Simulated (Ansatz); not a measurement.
The relaxed structure here is a generated cell of BaS2: the first start was made by a random draw of sites in a space group, and the end was not matched to a known phase here, so it may be hypothetical.

A relaxed structure of BaS2. The numbers are results of r2SCAN (plane waves to 500 eV, PAW, scalar-relativistic; Ansatz, a quantum-chemistry and plane-wave program), not measurements.

```cif
data_BaS2
_chemical_formula_sum 'Ba1 S2'
_space_group_name_H-M_alt 'P 1'
_space_group_IT_number 1
_cell_length_a 4.25974
_cell_length_b 4.85257
_cell_length_c 4.85257
_cell_angle_alpha 65.872
_cell_angle_beta 90.000
_cell_angle_gamma 90.000
loop_
_space_group_symop_operation_xyz
  'x, y, z'
loop_
_atom_site_label
_atom_site_type_symbol
_atom_site_fract_x
_atom_site_fract_y
_atom_site_fract_z
_atom_site_occupancy
Ba1 Ba 0.00000 0.79838 0.79838 1
S1 S 0.50000 0.86091 0.26146 1
S2 S 0.50000 0.26146 0.86091 1
```

Determine the symmetry and give the standard cell with its independent sites.

Space group Amm2 (No. 38); a = 4.2597 Å, b = 5.2767 Å, c = 8.1453 Å, α = 90.00°, β = 90.00°, γ = 90.00°

```
atom  site  symmetry       x       y       z
----  ----  --------  ------  ------  ------
Ba      2a       mm2  0.0000  0.0000  0.7984
S       4e       m..  0.5000  0.2003  0.0612
```

Give the shortest distances between elements (the closest pairs, up to four, under 3.6 Å).

S–S 2.11 Å; Ba–S 3.20 Å.

```json
{
  "volume_per_atom": "30.51 Å³",
  "band_gap": "1.27 eV, indirect (valence top at T, conduction bottom at k = (0, 0.25, -0.25)) (no spin-orbit coupling)",
  "smallest_direct_gap": "1.81 eV at Γ"
}
```

The relaxed cell holds bonded S–S pairs (2.11 Å). No spin polarisation in the result.

The run could not lose the symmetry of its start; a randomly shaken copy of 6 atoms returns to this structure.
